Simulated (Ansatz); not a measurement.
Te$_{2}$Pt:
```xyz
3
Lattice="1.9664 1.1353 5.7154 -1.9664 1.1353 5.7154 0.0000 -2.2706 5.7154" Properties=species:S:1:pos:R:3 pbc="T T T"
Pt     0.0000     0.0000     0.0000
Te     0.0000     0.0000     4.3220
Te     0.0000     0.0000    12.8241
```

Relaxed with LDA.

**Question.** Decompose the optical modes at the zone centre into irreducible representations, and say which are infrared and Raman allowed.

**Answer.** Point group -3m: Γ_opt = A1g + A2u + Eg + Eu. Infrared: A2u, Eu. Raman: A1g, Eg.

**Question.** Assign frequencies (DFPT, plane-wave PAW LDA (Ansatz code)).

**Answer.** Eg 119, A1g 151, A2u 171, Eu 179 cm⁻¹.

Space group R-3m. A made-up cell: these elements were put on the sites of a structure type; neither database checked (COD, Materials Project) lists it. COD files the formula under space group No. 164, so this cell is another polymorph or a model. Its standing as an ambient phase is unchecked. The LDA relaxation kept the symmetry of its start; of distortions, only those at the zone centre were tested. The run is not spin-polarised. A crystal of weakly bound layers computed without a dispersion correction: the cell and the soft elastic constants depend strongly on that. As this level gives no gap, phonon frequencies hold no LO–TO term and depend on the k-mesh and smearing (Fermi–Dirac, 0.1 eV here). Scalar-relativistic: spin–orbit coupling is off unless named, which matters more the heavier the elements.

Potentials: the earlier of the program's two PAW sets.
